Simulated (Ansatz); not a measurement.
GaIr (CsCl type, space group No. 221), a = b = c = 3.026 Å, α = β = γ = 90.00°.

Relaxed with r²SCAN.

Task: Tabulate the valence density and the electron localisation function along the shortest Ga–Ga contact (3.03 Å), r²SCAN (plane waves, PAW; program Ansatz).

Result: 

```csv
distance from Ga (Å),density (e/Å³),ELF
0.30,19.33,0.04
0.45,6.27,0.04
0.61,1.88,0.13
0.76,0.77,0.20
0.91,0.43,0.21
1.06,0.29,0.21
1.21,0.22,0.23
1.36,0.20,0.23
1.51,0.19,0.23
1.66,0.20,0.23
1.82,0.22,0.23
1.97,0.29,0.21
2.12,0.43,0.21
2.27,0.77,0.20
2.42,1.88,0.13
2.57,6.27,0.04
2.72,19.33,0.04
```

The density is the valence pseudo-density with augmentation charge, so density and ELF within about 1 Å of a nucleus are not all-electron values.

Space group Pm-3m (CsCl type). The workflow started from an entry of the Crystallography Open Database (COD). Its standing as an ambient phase is unchecked. The cell was relaxed with r²SCAN under the symmetry of its start; whether a distortion lowers the energy is not shown. No spin polarisation was allowed. Scalar-relativistic: spin–orbit coupling is off unless named, which matters more the heavier the elements.

Potentials: the later of the program's two PAW sets.
